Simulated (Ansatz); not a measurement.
# Computed properties of Li

Li:
```xyz
1
Lattice="0.0000 2.1168 2.1168 2.1168 0.0000 2.1168 2.1168 2.1168 0.0000" Properties=species:S:1:pos:R:3 pbc="T T T"
Li     0.0000     0.0000     0.0000
```

Space group Fm-3m (No. 225), fcc (Cu type); conventional cell a = b = c = 4.2335 Å, α = β = γ = 90.00°.

Method: LDA (plane waves, PAW; program Ansatz). Geometry: relaxed at this level of theory. Other levels are named where they apply.

**Cell and energy**

* **Volume per atom**: 18.97 Å³
* **Density**: 0.61 g/cm³

**Electronic structure**

* **Electronic character**: metallic (no gap)
* **Density of states at the Fermi level**: 0.52 states/eV per atom (mean over ±0.08 eV)

**Mechanics**

* **Bulk modulus (Birch–Murnaghan fit)**: 149 kbar
* **Pressure derivative B′**: 3.3
* **Elastic constants (relaxed ions, GPa)**: C11 = 17.7, C12 = 13.6, C44 = 10.9
* **Mechanical stability**: stable (all eigenvalues of C positive)
* **Hill bulk and shear moduli**: 14.9 and 5.7 GPa
* **Young's modulus**: 15.1 GPa
* **Poisson's ratio**: 0.33
* **Debye temperature from the elastic constants**: 383 K

The first step of the workflow began from a Materials Project structure, measured or hypothetical; the Crystallography Open Database files this formula in space group No. 225, but the cells were not matched. It is not the phase usual at ambient conditions (space group No. 229). The cell was relaxed with LDA under the symmetry of its start; its stability against distortions is not shown here. As this level gives no gap, shear constants depend on the k-mesh and smearing (Fermi–Dirac, 0.1 eV here).

Potentials: the earlier of the program's two PAW sets. The files were generated under PBE; for other functionals the program regenerates the frozen cores, and for LDA and PBEsol the local potential too.
